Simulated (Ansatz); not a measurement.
Total density of states per atom from DFT-PBEsol in the program Ansatz with PAW potentials, in 0.25 eV bins, energy from the Fermi level:

(E (eV), states/eV/atom): (-7.85, 0.26); (-7.60, 0.31); (-7.35, 0.23); (-7.10, 0.21); (-6.85, 0.22); (-6.60, 0.25); (-6.35, 0.16); (-6.10, 0.19); (-5.85, 0.31); (-5.60, 0.42); (-5.35, 0.32); (-5.10, 0.32); (-4.85, 0.31); (-4.60, 0.39); (-4.35, 0.46); (-4.10, 0.41); (-3.85, 0.43); (-3.60, 0.58); (-3.35, 0.73); (-3.10, 0.85); (-2.85, 0.74); (-2.60, 0.74); (-2.35, 0.76); (-2.10, 0.66); (-1.85, 0.52); (-1.60, 0.40); (-1.35, 0.33); (-1.10, 0.29); (-0.85, 0.21); (-0.60, 0.19); (-0.35, 0.17); (-0.10, 0.16); (0.15, 0.32); (0.40, 0.45); (0.65, 0.43); (0.90, 0.46); (1.15, 0.50); (1.40, 0.55); (1.65, 0.59); (1.90, 0.67); (2.15, 0.69); (2.40, 0.62); (2.65, 0.62); (2.90, 0.73); (3.15, 0.73); (3.40, 0.78); (3.65, 0.91); (3.90, 0.78); (4.15, 0.70); (4.40, 0.67); (4.65, 0.67)

Task: Which of these materials gives this?
A. SrCo2P2, I4/mmm (P on 4e, Sr on 2a, Co on 4d)
B. HfSi2, Cmcm (Si on 4c, Si on 4c, Hf on 4c)
C. SiC, wurtzite
D. TaSi2, MoSi2 or CaC2 type

Result: B, HfSi2, Cmcm (Si on 4c, Si on 4c, Hf on 4c). Within 0.5 eV of the Fermi level: Hf 5d 49 %, Si 3p 35 %, Si 3s 8 %. Projections are on Löwdin-orthogonalised atomic valence shells; empty p or d shells of many metals are not among them.

The PBEsol relaxation kept the symmetry of its start. No spin polarisation was allowed. Scalar-relativistic: spin–orbit coupling is off unless named, which matters more the heavier the elements.

Potentials: the later of the program's two PAW sets.
